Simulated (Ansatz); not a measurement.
A scan (energy against volume; even scaling of the relaxed cell, symmetry kept) gave these values. These are PBE (plane waves to 420 eV, PAW, scalar-relativistic; Ansatz, a first-principles code) values and carry that method's errors.

| Item | Value |
|---|---|
| Bulk modulus B₀ (third-order Birch-Murnaghan fit) | 25.7 GPa |
| Pressure derivative B₀′ (fit) | 4.4 |
| Equilibrium volume of the fit | 20.92 Å³/atom |

### Question
Of these crystals, all scanned alike, which one is it?
(A) FeCo (CsCl type)
(B) LiBr (rock salt)
(C) EuO (rock salt)
(D) ZnS (zinc blende)

### Answer
B, LiBr (rock salt). The others have, for the bulk modulus: EuO 95.9 GPa, ZnS 69.4 GPa, FeCo 192 GPa

All were relaxed with their symmetry unable to fall. EuO is run spin-polarised and with no Hubbard U. Relaxed EuO ends ferromagnetic. Relaxed FeCo ends ferromagnetic. The magnetic order is the one the run started from; other orders were not tried. (This holds for the magnetic or f-shell members.) The filling of the f shell was not checked against other fillings, so treat energies with care. (This holds for the magnetic or f-shell members.)

(Under strain, the slope of the energy per volume gives the stress and its curvature an elastic modulus.)
